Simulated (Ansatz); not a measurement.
**YGe₂ + 3 YRh₂ → 2 Y₂GeRh₃**

All three solids are relaxed on PAW files, and every method takes those cells: Y₂GeRh₃ in R-3m, a = 5.47 Å, b = 5.47 Å, c = 11.67 Å, α = 90.00°, β = 90.00°, γ = 120.00°, 7×7×7 k mesh, smearing 0.05 eV; YGe₂ in I4_1/amd, a = 3.89 Å, b = 3.89 Å, c = 16.28 Å, α = 90.00°, β = 90.00°, γ = 90.00°, 12×12×12 k mesh, smearing 0.05 eV; YRh₂ in Fd-3m, a = 7.38 Å, b = 7.38 Å, c = 7.38 Å, α = 90.00°, β = 90.00°, γ = 90.00°, 8×8×8 k mesh, smearing 0.05 eV.

The product's cell, then the reactants':

```yaml
crystal:
  lattice:
    - [2.73552, 1.57935, 3.89092]
    - [-2.73552, 1.57935, 3.89092]
    - [0.00000, -3.15871, 3.89092]
  atoms:
    - { symbol: Y, position: [0.62821, 0.62821, 0.62821] }
    - { symbol: Y, position: [0.37179, 0.37179, 0.37179] }
    - { symbol: Ge, position: [0.00000, 0.00000, 0.00000] }
    - { symbol: Rh, position: [0.00000, 0.00000, 0.50000] }
    - { symbol: Rh, position: [0.00000, 0.50000, 0.00000] }
    - { symbol: Rh, position: [0.50000, 0.00000, 0.00000] }
```

```xyz
6
Lattice="-1.9437 1.9437 8.1384 1.9437 -1.9437 8.1384 1.9437 1.9437 -8.1384" Properties=species:S:1:pos:R:3 pbc="T T T"
Y     0.0000    0.0000    8.1384
Y     1.9437    0.0000    4.0692
Ge    0.0000    1.9437    5.3411
Ge    0.0000    0.0000    1.2719
Ge    0.0000    1.9437    2.7973
Ge    0.0000    0.0000   15.0049
```

```
Y Rh
1.0
     0.00000    3.69087    3.69087
     3.69087    0.00000    3.69087
     3.69087    3.69087    0.00000
Y Rh
2 4
Direct
  0.00000 0.00000 0.00000
  0.25000 0.25000 0.25000
  0.62500 0.62500 0.62500
  0.12500 0.62500 0.62500
  0.62500 0.62500 0.12500
  0.62500 0.12500 0.62500
```

Computed with Ansatz 0.2.0; functional LDA, scalar-relativistic. Settings: no spin polarisation. Methods: LAPW: all electrons, basis error target 0.5 meV/atom; PAW: frozen-core files, cutoff 420 eV.

Energies are at zero smearing and zero temperature. The structures come from databases; a reactant may be hypothetical or may itself decompose, and needn't be the lowest polymorph.

The PAW files were made under PBE.

What is the reaction energy per atom of the product, by each method?

LAPW -206.5 meV/atom; PAW -207.4 meV/atom. The product is favoured against these reactants.

How does the volume change, and what would pressure do?

It changes by -5.0 %, so pressure favours the product.
